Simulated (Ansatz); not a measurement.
A geometry of Y away from equilibrium: the start of the relaxation of a relaxed Y cell with every coordinate shifted by Gaussian noise of σ = 0.1 Å. Calculation: r2SCAN (plane waves to 500 eV, PAW, scalar-relativistic; Ansatz, a first-principles code). Γ-centred k-mesh 10×10×6 on the run's cell (coarser than for final values), Fermi–Dirac smearing 0.05 eV.

```xyz
2
Lattice="3.6826 0.0000 0.0000 -1.8413 3.1892 0.0000 0.0000 0.0000 5.6985" Properties=species:S:1:pos:R:3:forces:R:3 pbc="T T T" free_energy=-7719.393 pressure_GPa=0.0
Y     -0.1149     2.2174     4.1720    0.2009   -0.1595    0.2211
Y      1.9201     1.0147     1.3772   -0.2009    0.1595   -0.2211
```

Positions in Å, forces in eV/Å, free energy of the cell in eV (comparable only within this code, potentials and settings). Largest force: 0.34 eV/Å, on Y1, Y2 (atoms numbered as listed); the geometry lies 0.02 eV/atom above the end of its relaxation.

No spin polarisation in the result.

The run could not lose the symmetry of its start.
